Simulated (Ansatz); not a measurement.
**Ionic part of the dielectric constant of AlN at 7 GPa, mode by mode**

Level of theory: Ansatz 0.2.0, DFT LDA, scalar-relativistic, plane waves, PAW. Plane waves to 420 eV; Γ-centred k mesh 12×12×6; fixed occupations. No spin polarisation. Phonons by linear response, acoustic sum rule imposed.

The structure is hexagonal, space group P6_3mc (No. 186). Conventional cell: a = 3.059 Å, b = 3.059 Å, c = 4.884 Å, α = 90.00°, β = 90.00°, γ = 120.00°. Al (site symmetry 3m) is surrounded by 4 N at 1.86 to 1.87 Å. N (site symmetry 3m) has 4 Al at 1.86 to 1.87 Å as nearest neighbours.

The primitive cell has V = 39.58 Å³ and ε∞,yy = 4.344. Each polar mode adds Δε = (4.92064×10⁷/V)·S/ν² along y, with S its oscillator strength in e²/amu, ν in cm⁻¹ and V in Å³.

Problem. From these modes, find each Δε and ε0,yy.
| ν (cm⁻¹) | S_yy (e²/amu) |
| --- | --- |
| 709.7 | 1.379 |

Solution.
```json
{"ν (cm⁻¹)": "709.7", "Δε": "3.40"}
```

The sum is 3.403, so ε0,yy = 7.75; the run's tensor has 7.75.

Problem. Where do the longitudinal modes lie for a wave vector along y?

Solution. At 948 cm⁻¹. The Lyddane–Sachs–Teller product Π(ν_LO/ν_TO)² = 1.78 matches ε0/ε∞ = 1.78.

Cost: 1 run of about 1.9 core-minutes, on Intel Xeon Platinum 8259CL (Skylake/Cascade Lake) (shared hosts).